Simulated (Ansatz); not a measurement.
Br:
```
CELL_PARAMETERS angstrom
      3.45248    -2.10243     0.00000
      3.45248     2.10243     0.00000
      0.00000     0.00000     8.70496
ATOMIC_POSITIONS crystal
  Br 0.64265 0.35735 0.38367
  Br 0.85735 0.14265 0.88367
  Br 0.14265 0.85735 0.11633
  Br 0.35735 0.64265 0.61633
```

Relaxed with r²SCAN+D4. Special points in fractions of this cell's reciprocal vectors: Γ (0.000, 0.000, 0.000); Y (0.500, 0.500, 0.000); F0 (0.343, 0.657, 0.000); Δ0 (-0.343, 0.343, 0.000); Z (0.000, 0.000, 0.500); B0 (-0.343, 0.343, 0.500); G0 (0.343, 0.657, 0.500); T (0.500, 0.500, 0.500); S (0.000, 0.500, 0.000); R (0.000, 0.500, 0.500).

Question: List the band energies nearest the valence-band maximum at these points for r²SCAN+D4 in the plane-wave PAW code Ansatz.

Answer: In eV from the valence-band maximum; about four levels below and three above (degenerate sets whole), none deeper than 8.9 eV; points with the same levels are listed once.

```json
[
 {"k": "Γ", "below": "-1.29 -0.53 -0.32 0.00", "above": "1.68 2.71 6.60"},
 {"k": "Y", "below": "-1.92 -1.46 -0.64 -0.29", "above": "1.67 2.48 7.46"},
 {"k": "F0", "below": "-1.54 -1.11 -0.77 -0.30", "above": "2.24 2.52 8.83"},
 {"k": "Z", "below": "-1.09 -1.09 -0.15 -0.15", "above": "2.07 2.07 7.17 7.17"},
 {"k": "B0", "below": "-0.83 -0.83 -0.52 -0.52", "above": "2.22 2.22 9.26 9.26"},
 {"k": "T", "below": "-1.23 -1.23 -0.99 -0.99", "above": "1.97 1.97 8.47 8.47"},
 {"k": "S", "below": "-1.33 -1.33 -0.57 -0.57", "above": "2.69 2.69 7.44 7.44"},
 {"k": "R", "below": "-0.80 -0.80 -0.08 -0.08", "above": "2.12 2.12 7.82 7.82"}
]
```

Space group Cmce (molecular I2 type). Symmetry was held in the r²SCAN+D4 relaxation. The substance is a gas or liquid at ambient conditions; this is its low-temperature solid. Scalar-relativistic: spin–orbit coupling is off unless named, which matters more the heavier the elements.

Potentials: the later of the program's two PAW sets.
